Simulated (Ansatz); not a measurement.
BAs:
```yaml
crystal:
  lattice:
    - [0.00000, 2.36615, 2.36615]
    - [2.36615, 0.00000, 2.36615]
    - [2.36615, 2.36615, 0.00000]
  atoms:
    - { symbol: As, position: [0.75000, 0.75000, 0.75000] }
    - { symbol: B, position: [0.00000, 0.00000, 0.00000] }
```

Relaxed with LDA. Special points in fractions of this cell's reciprocal vectors: Γ (0.000, 0.000, 0.000); X (0.500, 0.000, 0.500); U (0.625, 0.250, 0.625); K (0.375, 0.375, 0.750); L (0.500, 0.500, 0.500); W (0.500, 0.250, 0.750).

**Question.** List the band energies nearest the valence-band maximum at these points for LDA (plane waves, PAW; program Ansatz).

**Answer.** In eV from the valence-band maximum; about four levels below and three above (degenerate sets whole), none deeper than 8.9 eV; … stands for higher levels left out; points with the same levels are listed once.

```
k              below           above
-  -----------------  --------------
Γ     0.00 0.00 0.00  3.29 3.29 3.29
X  -8.57 -4.19 -4.19     1.32 1.40 …
U  -8.17 -6.15 -3.58  1.98 5.56 9.34
L        -1.86 -1.86  2.84 4.80 4.80
W  -8.05 -5.67 -5.37  5.21 6.01 6.77
```

Space group F-43m (zinc blende). Symmetry was held in the LDA relaxation; phonons on a q-mesh show no instability. Spin–orbit coupling is left out wherever it is not named.

Potentials: the later of the program's two PAW sets.
